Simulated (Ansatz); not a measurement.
## Property card of a GaS2 sheet

The structure comes from a generated guess, relaxed at this level; another structure or a mixture of phases may lie lower.

Method: DFT PBE, scalar-relativistic, plane waves, PAW in Ansatz. Cutoff 420 eV; k points 18×18×1 on the computed 3-atom cell (Γ-centred); Gaussian smearing, width 0.10 eV; no spin polarisation.

The sheet is periodic along a and b; c holds vacuum.

```
Ga S
1.0
     2.58337    0.00000    0.00000
     0.00000    2.58337    0.00000
     0.00000    0.00000   34.30118
Ga S
1 2
Direct
  0.00000 0.00000 0.27696
  0.00000 0.00000 0.34965
  0.00000 0.00000 0.20427
```

Energies over the elements count from the elements' standard structures at the same level, with no fitted energy shifts.

- Layer group: p4/mmm (No. 61)
- In-plane cell: a = 2.583 Å, b = 2.583 Å, γ = 90.0°
- Area per atom: 2.22 Å²
- Thickness between the outermost nuclei: 4.99 Å
- Formation energy: +0.22 eV/atom
- Band gap over mesh and path: none (metal or semimetal)
- Density of states at the Fermi level: 0.9 states/eV per cell
- Löwdin character within 0.5 eV of the Fermi level: S 3p 69 %, Ga 4p 16 %, Ga 4s 9 %
- Bader charges (e): Ga1 0.40, S2 -0.20, S3 -0.20

Levels along Γ–X–M–Γ, in eV from the Fermi level, sorted by energy at each point. Points in fractions of the primitive reciprocal vectors: Γ (0.000 0.000 0.000), X (0.000 0.500 0.000), M (0.500 0.500 0.000).
| point | k (1/Å, with 2π) | band 9 | band 10 | band 11 | band 12 | band 13 | band 14 | band 15 |
| --- | --- | --- | --- | --- | --- | --- | --- | --- |
| Γ | 0.000 | -5.65 | -2.80 | 2.51 | 2.51 | 2.56 | 2.56 | 2.59 |
| - | 0.174 | -5.56 | -2.72 | 1.69 | 1.74 | 2.57 | 2.62 | 2.70 |
| - | 0.347 | -5.29 | -2.50 | -0.03 | 0.03 | 2.74 | 2.78 | 3.02 |
| - | 0.521 | -4.87 | -2.25 | -1.84 | -1.82 | 3.00 | 3.04 | 3.55 |
| - | 0.695 | -4.34 | -3.75 | -3.61 | -1.71 | 2.56 | 3.32 | 3.36 |
| - | 0.869 | -5.27 | -5.14 | -3.75 | -1.50 | 0.82 | 3.64 | 3.67 |
| - | 1.042 | -6.24 | -5.81 | -3.27 | -2.17 | 0.19 | 3.88 | 3.92 |
| X | 1.216 | -6.66 | -5.21 | -3.08 | -2.88 | 0.20 | 3.98 | 4.01 |
| - | 1.390 | -6.58 | -5.11 | -2.99 | -2.77 | 0.27 | 3.32 | 3.35 |
| - | 1.563 | -6.35 | -4.83 | -2.76 | -2.42 | 0.46 | 1.84 | 1.88 |
| - | 1.737 | -5.99 | -4.35 | -2.39 | -1.87 | 0.08 | 0.17 | 0.79 |
| - | 1.911 | -5.53 | -3.69 | -1.97 | -1.58 | -1.46 | -1.15 | 1.10 |
| - | 2.085 | -5.04 | -3.12 | -2.99 | -2.83 | -1.43 | -0.32 | 1.30 |
| - | 2.258 | -4.65 | -4.19 | -4.07 | -2.00 | -1.05 | 0.46 | 1.12 |
| M | 2.432 | -4.63 | -4.49 | -4.49 | -1.53 | -0.90 | 0.83 | 0.83 |
| - | 2.678 | -4.30 | -4.29 | -4.15 | -2.51 | -1.20 | 0.62 | 1.11 |
| - | 2.924 | -3.85 | -3.73 | -3.40 | -3.35 | -2.01 | 0.14 | 1.94 |
| - | 3.169 | -3.11 | -2.89 | -2.78 | -2.35 | -2.21 | -0.60 | 3.26 |
| - | 3.415 | -4.12 | -1.59 | -1.58 | -1.50 | -0.90 | -0.87 | 4.48 |
| - | 3.661 | -4.94 | -2.20 | -0.01 | 0.06 | 0.52 | 0.57 | 3.45 |
| - | 3.906 | -5.47 | -2.64 | 1.63 | 1.68 | 1.88 | 1.93 | 2.81 |
| Γ | 4.152 | -5.65 | -2.80 | 2.51 | 2.51 | 2.56 | 2.56 | 2.59 |

The last run used an 18×18×1 mesh for its 3-atom cell and Gaussian smearing of 0.10 eV. An odd number of electrons in the primitive cell allows no gap without spin; a larger cell or a magnetic state could open one. The reference form of S is held partly by dispersion forces, which this level lacks.
